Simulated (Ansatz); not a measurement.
ZnO:
```yaml
crystal:
  lattice:
    - [3.18716, 0.00000, 0.00000]
    - [-1.59358, 2.76016, 0.00000]
    - [0.00000, 0.00000, 5.15318]
  atoms:
    - { symbol: Zn, position: [0.66667, 0.33333, 0.50097] }
    - { symbol: Zn, position: [0.33333, 0.66667, 0.00097] }
    - { symbol: O, position: [0.66667, 0.33333, 0.87934] }
    - { symbol: O, position: [0.33333, 0.66667, 0.37934] }
```

Relaxed with LDA.

Problem. Give the optical modes at the zone centre with their infrared and Raman activity from DFPT, the program Ansatz at the LDA level (PAW).

Solution. Transverse frequencies, without the LO–TO term; a row sums one degenerate level.

```tsv
ω (cm⁻¹)	degeneracy	IR ((D/Å)²/amu)	Raman (Å⁴/amu)	activity	symmetry
90	2	0.00	2.2	Raman	E2
261	1	0.00	0	silent	B1
390	1	16.38	7.0	IR+Raman	A1
408	2	31.01	0.57	IR+Raman	E1
441	2	0.00	3.8	Raman	E2
553	1	0.00	0	silent	B1
```

Problem. How high does the top mode go among those that the LO–TO term moves?

Solution. 557 cm⁻¹ for q along x, 557 cm⁻¹ for q along y, 550 cm⁻¹ for q along z.

Space group P6_3mc (wurtzite). The cell was relaxed with LDA under the symmetry of its start; phonons on a q-mesh show no instability.

Potentials: the earlier of the program's two PAW sets.
